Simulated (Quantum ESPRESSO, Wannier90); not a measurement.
**KSrCO3F (P-6m2), plane waves to Wannier functions**

Cell from Materials Project (mp-865427), symmetrised, no further relaxation. COD (Crystallography Open Database) has an entry of this formula and space group (matched by these alone). Computed values, not measurements, from PBEsol: Quantum ESPRESSO (norm-conserving PseudoDojo potentials, cutoff 68 Ry, spinors with spin-orbit coupling) on a Γ-centred 4×4×4 mesh, then Wannier90. Density: 12×12×6 mesh, cold smearing 0.01 Ry.

On the energy scale of pw.x, whose zero is arbitrary, the valence-band maximum lies at 3.62 eV.

Input w.win:

```
num_bands = 2
num_wann = 2
exclude_bands = 3-98
spinors = true
num_iter = 1000
conv_tol = 1.0e-6
conv_window = 4
write_hr = true
write_u_matrices = true
auto_projections = true
begin unit_cell_cart
ang
    5.3142599297    0.0000000000    0.0000000000
   -2.6571299649    4.6022841014    0.0000000000
    0.0000000000    0.0000000000    4.7663900000
end unit_cell_cart
begin atoms_frac
K   -0.3333333333  0.3333333333  0.0000000000
Sr   0.3333333333 -0.3333333333  0.5000000000
C    0.0000000000  0.0000000000  0.5000000000
O   -0.1416083333 -0.2832166667  0.5000000000
O   -0.1416083333  0.1416083333  0.5000000000
O    0.2832166667  0.1416083333  0.5000000000
F    0.3333333333 -0.3333333333  0.0000000000
end atoms_frac
mp_grid = 4 4 4
begin kpoints
0.0000000000 0.0000000000 0.0000000000
0.0000000000 0.0000000000 0.2500000000
0.0000000000 0.0000000000 0.5000000000
... (61 more lines: the 4x4x4 mesh through Gamma)
end kpoints
```

Input of pw2wannier90.x that gives the overlap and projection files (equivalent; here they were cut from one run over all bands):

```
&inputpp
  outdir = './out'
  prefix = 'pwscf'
  seedname = 'w'
  write_amn = .true.
  write_mmn = .true.
  atom_proj = .true.
  atom_proj_exclude = 1 2 3 4 5 6 7 8 9 10 13 14 15 16 17 18 19 20 21 22 23 24 25 26 27 28 29 30 31 32 33 34 35 36 37 38 39 40 41 42 43 44 45 46 47 48 49 50 51 52 53 54 55 56 57 58 59 60
/
```

Output w.wout (banner and timings cut):

```
                                    ------
                                    SYSTEM
                                    ------

                              Lattice Vectors (Ang)
                    a_1     5.314260   0.000000   0.000000
                    a_2    -2.657130   4.602284   0.000000
                    a_3     0.000000   0.000000   4.766390

                   Unit Cell Volume:     116.57510  (Ang^3)

                        Reciprocal-Space Vectors (Ang^-1)
                    b_1     1.182326   0.682616  -0.000000
                    b_2     0.000000   1.365232   0.000000
                    b_3     0.000000  -0.000000   1.318227

 *----------------------------------------------------------------------------*
 |   Site       Fractional Coordinate          Cartesian Coordinate (Ang)     |
 +----------------------------------------------------------------------------+
 | k    1  -0.33333   0.33333   0.00000   |   -2.65713   1.53409   0.00000    |
 | sr   1   0.33333  -0.33333   0.50000   |    2.65713  -1.53409   2.38320    |
 | c    1   0.00000   0.00000   0.50000   |    0.00000   0.00000   2.38320    |
 | o    1  -0.14161  -0.28322   0.50000   |    0.00000  -1.30344   2.38320    |
 | o    2  -0.14161   0.14161   0.50000   |   -1.12882   0.65172   2.38320    |
 | o    3   0.28322   0.14161   0.50000   |    1.12882   0.65172   2.38320    |
 | f    1   0.33333  -0.33333   0.00000   |    2.65713  -1.53409   0.00000    |
 *----------------------------------------------------------------------------*
                                ------------
                                K-POINT GRID
                                ------------

             Grid size =  4 x  4 x  4      Total points =   64

 *---------------------------------- MAIN ------------------------------------*
 |  Number of Wannier Functions               :                 2             |
 |  Number of Objective Wannier Functions     :                 2             |
 |  Number of input Bloch states              :                 2             |
 |  Output verbosity (1=low, 5=high)          :                 1             |
 |  Timing Level (1=low, 5=high)              :                 1             |
 |  Optimisation (0=memory, 3=speed)          :                 3             |
 |  Length Unit                               :               Ang             |
 |  Post-processing setup (write *.nnkp)      :                 F             |
 |  Using Gamma-only branch of algorithms     :                 F             |
 *----------------------------------------------------------------------------*
 *------------------------------- WANNIERISE ---------------------------------*
 |  Total number of iterations                :              1000             |
 |  Number of CG steps before reset           :                 5             |
 |  Trial step length for line search         :             2.000             |
 |  Convergence tolerence                     :         0.100E-05             |
 |  Convergence window                        :                 4             |
 |  Iterations between writing output         :                 1             |
 |  Iterations between backing up to disk     :               100             |
 |  Write r^2_nm to file                      :                 F             |
 |  Write xyz WF centres to file              :                 F             |
 |  Write on-site energies <0n|H|0n> to file  :                 F             |
 |  Use guiding centre to control phases      :                 F             |
 |  Use phases for initial projections        :                 F             |
 *----------------------------------------------------------------------------*
 *-------------------------------- PLOTTING ----------------------------------*
 |  Plotting Hamiltonian in WF basis          :                 T             |
 *----------------------------------------------------------------------------*

       ... (k-mesh section left out)

 Starting a new Wannier90 calculation ...

 Reading overlaps from w.mmn

 Reading projections from w.amn

 *------------------------------- WANNIERISE ---------------------------------*
 +--------------------------------------------------------------------+<-- CONV
 | Iter  Delta Spread     RMS Gradient      Spread (Ang^2)            |<-- CONV
 +--------------------------------------------------------------------+<-- CONV

 ------------------------------------------------------------------------------
 Initial State
  WF centre and spread    1  (  2.657130, -1.534095,  2.383195 )     0.59836771
  WF centre and spread    2  (  2.657130, -1.534095,  2.383195 )     0.59836771
  Sum of centres and spreads (  5.314260, -3.068189,  4.766390 )     1.19673542

      0     0.120E+01     0.0000000000        1.1967354173  <-- CONV
        O_D=      0.0000000 O_OD=      0.0000000 O_TOT=      1.1967354 <-- SPRD
 ------------------------------------------------------------------------------
      1    -0.222E-15     0.0000000593        1.1967354173  <-- CONV
        O_D=      0.0000000 O_OD=      0.0000000 O_TOT=      1.1967354 <-- SPRD
      2     0.000E+00     0.0000000577        1.1967354173  <-- CONV
        O_D=      0.0000000 O_OD=      0.0000000 O_TOT=      1.1967354 <-- SPRD
      3    -0.222E-15     0.0000000546        1.1967354173  <-- CONV
        O_D=      0.0000000 O_OD=      0.0000000 O_TOT=      1.1967354 <-- SPRD
      4    -0.222E-15     0.0000000503        1.1967354173  <-- CONV
        O_D=      0.0000000 O_OD=      0.0000000 O_TOT=      1.1967354 <-- SPRD
             <<<     Delta < 1.000E-06  over  4 iterations     >>>
             <<< Wannierisation convergence criteria satisfied >>>
 Final State
  WF centre and spread    1  (  2.657130, -1.534095,  2.383195 )     0.59836771
  WF centre and spread    2  (  2.657130, -1.534095,  2.383195 )     0.59836771
  Sum of centres and spreads (  5.314260, -3.068189,  4.766390 )     1.19673542

         Spreads (Ang^2)       Omega I      =     1.196735395
        ================       Omega D      =     0.000000023
                               Omega OD     =     0.000000000
    Final Spread (Ang^2)       Omega Total  =     1.196735417
```
